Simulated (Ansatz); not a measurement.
La₂O₃ (A-La2O3 type, space group P-3m1)

```
CELL_PARAMETERS angstrom
      3.94027     0.00000     0.00000
     -1.97014     3.41238     0.00000
      0.00000     0.00000     6.18799
ATOMIC_POSITIONS crystal
  La 0.33333 0.66667 0.24739
  La 0.66667 0.33333 0.75261
  O  0.00000 0.00000 0.00000
  O  0.33333 0.66667 0.64528
  O  0.66667 0.33333 0.35472
```

In this cell atom 1 (La, nearest neighbour O at 2.370 Å; its periodic images, 3.9 Å or more away, move with it) is moved by s towards the nearest neighbour, unit vector (0.831, -0.480, 0.280); all other atoms and the cell stay fixed.

The numbers are results of PBE (plane waves to 420 eV, PAW, scalar-relativistic; Ansatz, an electronic-structure program), not measurements. k mesh 8×8×5 (Γ-centred), Fermi-Dirac smearing 0.05 eV. Left out: 2 of 11 points, with atoms too close for the PAW data. F∥ is the force on the atom along that direction. La2O3 is run without spin polarisation. La2O3 was relaxed with its symmetry unable to fall. 

```json
[
 {"s (Å)": "-0.470", "F∥ (eV/Å)": "2.141"},
 {"s (Å)": "-0.376", "F∥ (eV/Å)": "1.675"},
 {"s (Å)": "-0.282", "F∥ (eV/Å)": "1.282"},
 {"s (Å)": "-0.188", "F∥ (eV/Å)": "0.906"},
 {"s (Å)": "-0.094", "F∥ (eV/Å)": "0.496"},
 {"s (Å)": "0.000", "F∥ (eV/Å)": "0.000"},
 {"s (Å)": "0.094", "F∥ (eV/Å)": "-0.643"},
 {"s (Å)": "0.188", "F∥ (eV/Å)": "-1.511"},
 {"s (Å)": "0.282", "F∥ (eV/Å)": "-2.707"}
]
```

Q: What is the force constant k = d²E/ds² of this move at s = 0?

A: 5.94 eV/Å². The forces along the line at the two nearest points give (0.496 − (-0.643)) / (2·0.094) = 6.06 eV/Å²; the next pair corrects for the finite step.

(For displaced atoms, the force is minus the slope of the energy, and its curvature is a force constant, which sets phonon frequencies.)
